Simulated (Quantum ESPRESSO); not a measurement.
Band energies of Sr2CuBrO2

```xyz
6
Lattice="2.0238 1.1684 9.4434 -2.0238 1.1684 9.4434 0.0000 -2.3369 9.4434" Properties=species:S:1:pos:R:3 pbc="T T T"
O      0.0000     0.0000    12.3667
O      0.0000     0.0000    15.9634
Cu     0.0000     0.0000    14.1651
Br     0.0000     0.0000     0.0000
Sr     0.0000     0.0000     7.1630
Sr     0.0000     0.0000    21.1672
```

LDA (pw.x of Quantum ESPRESSO, ONCV potentials, no spin-orbit coupling); path ΓLB1,BZΓX,QFP1Z,LP; energies in eV from the valence-band maximum.

```
k (1/Å)  point  band 25  band 26  band 27  band 28  band 29  band 30  band 31  band 32
-------  -----  -------  -------  -------  -------  -------  -------  -------  -------
0.00         Γ    -2.01    -1.17    -1.17    -0.27    -0.27     2.20     3.73     4.76
0.23              -1.83    -1.18    -1.15    -0.25    -0.24     2.49     4.05     4.79
0.68              -1.37    -1.04    -0.87    -0.18    -0.04     2.73     4.14     4.38
0.90         L    -1.38    -1.01    -0.67    -0.15     0.00     2.52     4.07     4.57
1.18              -1.25    -1.05    -0.67    -0.13    -0.02     2.78     4.08     4.27
1.45        B1    -1.13    -1.11    -0.65    -0.09    -0.07     3.22     3.34     4.28
1.45         B    -1.13    -1.11    -0.65    -0.09    -0.07     3.22     3.34     4.28
1.65              -1.18    -1.12    -0.73    -0.16    -0.03     2.91     3.78     4.62
2.05              -1.55    -1.19    -1.09    -0.28    -0.15     2.96     4.14     4.28
2.25              -1.89    -1.18    -1.15    -0.25    -0.20     3.05     3.35     4.06
2.46         Z    -2.04    -1.17    -1.17    -0.22    -0.22     2.97     3.06     3.88
2.46         Γ    -2.01    -1.17    -1.17    -0.27    -0.27     2.20     3.73     4.76
2.76              -1.72    -1.18    -1.13    -0.24    -0.21     2.65     4.24     4.80
2.91              -1.48    -1.19    -1.07    -0.21    -0.15     2.90     4.47     4.77
3.21              -1.18    -1.15    -0.80    -0.15    -0.05     2.98     4.00     4.36
3.51         X    -1.12    -1.11    -0.65    -0.08    -0.07     3.27     3.30     4.26
3.51         Q    -1.12    -1.11    -0.65    -0.08    -0.07     3.27     3.30     4.26
3.84              -1.32    -1.03    -0.69    -0.19    -0.01     2.69     4.09     4.37
4.01         F    -1.38    -1.02    -0.70    -0.21     0.00     2.61     4.04     4.36
4.01        P1    -1.38    -1.02    -0.69    -0.20     0.00     2.58     4.05     4.46
4.18              -1.38    -1.03    -0.84    -0.24    -0.03     2.65     4.14     4.60
4.53              -1.66    -1.18    -1.12    -0.28    -0.16     2.98     3.89     4.27
4.88         Z    -2.04    -1.17    -1.17    -0.22    -0.22     2.97     3.06     3.88
4.88         L    -1.38    -1.01    -0.67    -0.15     0.00     2.52     4.07     4.57
5.10         P    -1.38    -1.02    -0.69    -0.20     0.00     2.58     4.05     4.46
```

The LDA gap is indirect, 2.20 eV, from L to Γ; the smallest direct gap is 2.47 eV.

Spin-orbit splittings are left out. The filled Cu 3d shell has no Hubbard U; semilocal functionals place it too high.

Geometry of the Materials Project entry, not relaxed at this level.
